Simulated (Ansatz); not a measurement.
Relaxation of a randomly generated symmetric cell of GaCuSe2 (space group No. 183); 4 atoms in the cell, which starts as P6mm (No. 183), hP4; a = b = 4.6864 Å, c = 4.5820 Å, α = β = 90.00°, γ = 120.00°. Method: PBE (plane waves to 420 eV, PAW, scalar-relativistic; Ansatz, a quantum-chemistry and plane-wave program). Γ-centred k-mesh 6×6×5 on the run's cell (coarser than for final values), Fermi–Dirac smearing 0.05 eV. This is the first round of the run. 

The optimiser's lines from the output (shortened; P is positive under compression):

```
relax step   1: F+E_penalty+E_count = -21344.53020982 eV  Δ(F+E_penalty+E_count) = +0.000e0 eV  max|allowed force component| = 5.523e0 eV/Å  Δτ_max = 0.0000 Å  P = +6.949 GPa  Ω = 87.150 Å³  (10 SCF iters, dr2 threshold 1.00e-7 eV, accepted)
relax step   2: F+E_penalty+E_count = -21345.25687243 eV  Δ(F+E_penalty+E_count) = -7.267e-1 eV  max|allowed force component| = 1.581e0 eV/Å  Δτ_max = 0.1980 Å  P = +0.518 GPa  Ω = 93.370 Å³  (8 SCF iters, dr2 threshold 4.00e-7 eV, accepted)
relax step   3: F+E_penalty+E_count = -21345.35348177 eV  Δ(F+E_penalty+E_count) = -9.661e-2 eV  max|allowed force component| = 5.244e-1 eV/Å  Δτ_max = 0.0560 Å  P = +1.370 GPa  Ω = 91.457 Å³  (7 SCF iters, dr2 threshold 4.00e-7 eV, accepted)
relax step   4: F+E_penalty+E_count = -21345.37775563 eV  Δ(F+E_penalty+E_count) = -2.427e-2 eV  max|allowed force component| = 1.112e-1 eV/Å  Δτ_max = 0.0518 Å  P = +0.442 GPa  Ω = 93.293 Å³  (6 SCF iters, dr2 threshold 4.00e-7 eV, accepted)
relax step   5: F+E_penalty+E_count = -21345.38193730 eV  Δ(F+E_penalty+E_count) = -4.182e-3 eV  max|allowed force component| = 4.327e-2 eV/Å  Δτ_max = 0.0058 Å  P = +0.026 GPa  Ω = 94.269 Å³  (6 SCF iters, dr2 threshold 4.00e-7 eV, accepted)
relax step   6: F+E_penalty+E_count = -21345.38209479 eV  Δ(F+E_penalty+E_count) = -1.575e-4 eV  max|allowed force component| = 3.783e-3 eV/Å  Δτ_max = 0.0069 Å  P = +0.007 GPa  Ω = 94.387 Å³  (6 SCF iters, dr2 threshold 1.17e-7 eV, accepted)
relax step   7: F+E_penalty+E_count = -21345.38347807 eV  Δ(F+E_penalty+E_count) = -1.383e-3 eV  max|allowed force component| = 3.648e-3 eV/Å  Δτ_max = 0.0000 Å  P = -0.011 GPa  Ω = 94.387 Å³  stress off target by 1.51e-2 GPa  SCF on the basis re-selected at this cell (its energy is not comparable with the rows above)  (11 SCF iters)
```

From the first to the last row the energy changes by -0.21 eV/atom and the volume by +8.3 %. The last row is marked as not comparable with the walk above it, whose basis was carried along; it does compare with step 1, since both stand on a basis selected at the nominal cutoff for their own cell.

Later rounds, restarted from the end of this one on a renewed k-mesh, logged 6 more steps and released under 0.01 eV/atom more. The final structure after all rounds: P6mm (No. 183), hP4; a = b = 4.753 Å, c = 4.841 Å, α = β = 90.00°, γ = 120.00°. Between re-selections the logged energies stand on a plane-wave basis carried along with the cell. No spin polarisation in the result.

The run could not lose the symmetry of its start: the end is stationary, and may be a saddle point rather than a minimum.

The relaxed structure here is a generated cell of GaCuSe2: the first start was made by a random draw of sites in a space group, and the end was not matched to a known phase here, so it may be hypothetical. Known forms of GaCuSe2 include space group No. 122.
